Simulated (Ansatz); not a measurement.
MgF₂, in the lowest among the structures calculated here: P4₂/mnm (No. 136), tP6, rutile type; a = b = 4.6220 Å, c = 3.0462 Å, α = β = γ = 90.00°; Mg 2a (0.000, 0.000, 0.000); F 4f (0.303, 0.303, 0.000). Computed with r2SCAN (plane waves to 500 eV, PAW, scalar-relativistic; Ansatz, a program for electronic structure). Element references, the lowest calculated here: Mg (P6₃/mmc), F (R-3m, a generated molecular cell); gases are represented by their molecular solids.

Estimate the formation energy of this P4₂/mnm form of MgF2 from the elements that r2SCAN returns for this input.

-3.81 eV/atom.

Static energies, no anion corrections, no zero-point energy. Values are rounded to 0.01 eV/atom. The compounds carry no spin polarisation.
